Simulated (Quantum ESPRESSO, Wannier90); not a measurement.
**Sb (R-3m), plane waves to Wannier functions**

```xyz
2
Lattice="-2.1771 3.7708 0.0000 -4.3541 0.0000 0.0000 -2.1771 1.2569 3.8299" Properties=species:S:1:pos:R:3 pbc="T T T"
Sb     2.1771    -1.2569    -0.7477
Sb    -2.1771     1.2569     0.7477
```

Cell from Materials Project (mp-104), symmetrised, no further relaxation. This is the element's usual structure. Level: PBEsol, spinors with spin-orbit coupling; pw.x of Quantum ESPRESSO at 64 Ry with PseudoDojo potentials, 6×6×6 k-points, Wannier90. Density: 8×8×8 mesh, cold smearing 0.01 Ry. The cell is built of weakly bound layers, chains or molecules, whose nearest atoms lie 3.43 Å apart. Database cells relaxed without dispersion often hold them too far apart, which can enlarge gaps and weakens couplings between them; spacing and stacking were not compared with the measured crystal. With spin-orbit coupling a semilocal functional can close or falsely invert a small gap; the band order was not checked against a better method.

A tight-binding model is made by disentanglement and projection with no localisation steps (num_iter = 0), so the 16 orbitals stay atom-like: hydrogen-like Sb: s;p, axes along x, y, z; frozen window up to 3.00 eV relative to the Fermi level. It follows pw.x to 14 meV rms for states up to 1.0 eV relative to the Fermi level. Matrix elements depend on this choice of orbitals and windows.

The 45 largest hoppings ⟨m,0|H|n,R⟩ between different sites (one of each Hermitian pair; signs follow the real orbitals' lobes; the list may end inside a set of equal values):

```tsv
m	n	R	distance of the centres (Å)	t (eV)	Im t (eV)
Sb2 py↑	Sb1 py↑	0 1 0	3.12	1.494	0.000
Sb2 py↓	Sb1 py↓	0 1 0	3.12	1.494	0.000
Sb2 s↑	Sb1 py↑	0 1 0	3.02	-1.357	0.000
Sb2 s↓	Sb1 py↓	0 1 0	3.02	-1.357	0.000
Sb2 py↑	Sb1 s↑	0 1 0	3.02	1.357	0.000
Sb2 py↓	Sb1 s↓	0 1 0	3.02	1.357	0.000
Sb2 pz↑	Sb1 py↑	0 1 0	2.97	1.236	0.000
Sb2 pz↓	Sb1 py↓	0 1 0	2.97	1.236	0.000
Sb2 py↑	Sb1 pz↑	0 1 0	2.97	1.236	0.000
Sb2 py↓	Sb1 pz↓	0 1 0	2.97	1.236	0.000
Sb2 s↑	Sb1 px↑	1 0 0	2.98	1.175	0.005
Sb2 s↓	Sb1 px↓	1 0 0	2.98	1.175	-0.005
Sb2 px↑	Sb1 s↑	1 0 0	2.98	-1.175	0.005
Sb2 px↓	Sb1 s↓	1 0 0	2.98	-1.175	-0.005
Sb2 s↑	Sb1 px↑	1 1 0	2.98	-1.175	0.005
Sb2 s↓	Sb1 px↓	1 1 0	2.98	-1.175	-0.005
Sb2 px↑	Sb1 s↑	1 1 0	2.98	1.175	0.005
Sb2 px↓	Sb1 s↓	1 1 0	2.98	1.175	-0.005
Sb2 pz↑	Sb1 px↑	1 0 0	2.93	-1.071	-0.001
Sb2 pz↓	Sb1 px↓	1 0 0	2.93	-1.071	0.001
Sb2 px↑	Sb1 pz↑	1 0 0	2.93	-1.071	0.001
Sb2 px↓	Sb1 pz↓	1 0 0	2.93	-1.071	-0.001
Sb2 pz↑	Sb1 px↑	1 1 0	2.93	1.071	-0.001
Sb2 pz↓	Sb1 px↓	1 1 0	2.93	1.071	0.001
Sb2 px↑	Sb1 pz↑	1 1 0	2.93	1.071	0.001
Sb2 px↓	Sb1 pz↓	1 1 0	2.93	1.071	-0.001
Sb2 px↑	Sb1 py↑	1 0 0	2.95	0.948	0.010
Sb2 px↓	Sb1 py↓	1 0 0	2.95	0.948	-0.010
Sb2 py↑	Sb1 px↑	1 0 0	2.95	0.948	-0.010
Sb2 py↓	Sb1 px↓	1 0 0	2.95	0.948	0.010
Sb2 px↑	Sb1 py↑	1 1 0	2.95	-0.948	0.010
Sb2 px↓	Sb1 py↓	1 1 0	2.95	-0.948	-0.010
Sb2 py↑	Sb1 px↑	1 1 0	2.95	-0.948	-0.010
Sb2 py↓	Sb1 px↓	1 1 0	2.95	-0.948	0.010
Sb2 px↑	Sb1 px↑	1 0 0	3.04	0.946	0.000
Sb2 px↓	Sb1 px↓	1 0 0	3.04	0.946	0.000
Sb2 px↑	Sb1 px↑	1 1 0	3.04	0.946	0.000
Sb2 px↓	Sb1 px↓	1 1 0	3.04	0.946	0.000
Sb2 pz↑	Sb1 py↑	1 0 1	3.41	0.908	0.000
Sb2 pz↓	Sb1 py↓	1 0 1	3.41	0.908	0.000
Sb2 py↑	Sb1 pz↑	1 0 1	3.41	0.908	0.000
Sb2 py↓	Sb1 pz↓	1 0 1	3.41	0.908	0.000
Sb2 s↑	Sb1 s↑	0 1 0	2.92	-0.880	0.000
Sb2 s↓	Sb1 s↓	0 1 0	2.92	-0.880	0.000
Sb2 s↑	Sb1 s↑	1 0 0	2.92	-0.880	0.000
```
